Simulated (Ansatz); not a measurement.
AlGaN₂:
```yaml
crystal:
  lattice:
    - [3.11530, 0.00000, 0.00000]
    - [0.00000, 3.11530, 0.00000]
    - [0.00000, 0.00000, 4.38426]
  atoms:
    - { symbol: Al, position: [0.50000, 0.50000, 0.50000] }
    - { symbol: Ga, position: [0.00000, 0.00000, 0.00000] }
    - { symbol: N, position: [0.50000, 0.00000, 0.74005] }
    - { symbol: N, position: [0.00000, 0.50000, 0.25995] }
```

This is the LDA-relaxed structure. x, y and z are the axes in which the lattice vectors are written.

**Question.** All from LDA in the plane-wave PAW code Ansatz, unless another level is named. Give the band gap.

**Answer.** 3.05 eV (direct).

**Question.** What about the hole effective mass, band 2 of 2 at the edge?

**Answer.** 0.22 along x, 1.1 along z (mₑ).

**Question.** And the valence-band maximum?

**Answer.** at Γ.

**Question.** And the weight of the conduction-edge state by species (Voronoi cells)?

**Answer.** N 53 %, Ga 28 %, Al 19 %.

**Question.** What about the weight of the valence-edge state by species (Voronoi cells)?

**Answer.** N 86 %, Ga 8 %, Al 6 %.

Space group P-4m2. The first step of the workflow began from a Materials Project structure, measured or hypothetical; the Crystallography Open Database copy checked does not list it. With Al and Ga taken as one species the cell has the higher symmetry F-43m, so it may be an ordered model of a mixed-site phase. Its standing as an ambient phase is unchecked. The LDA relaxation kept the symmetry of its start; phonons on a q-mesh show no instability. Spin–orbit coupling is left out wherever it is not named.

Potentials: the later of the program's two PAW sets.
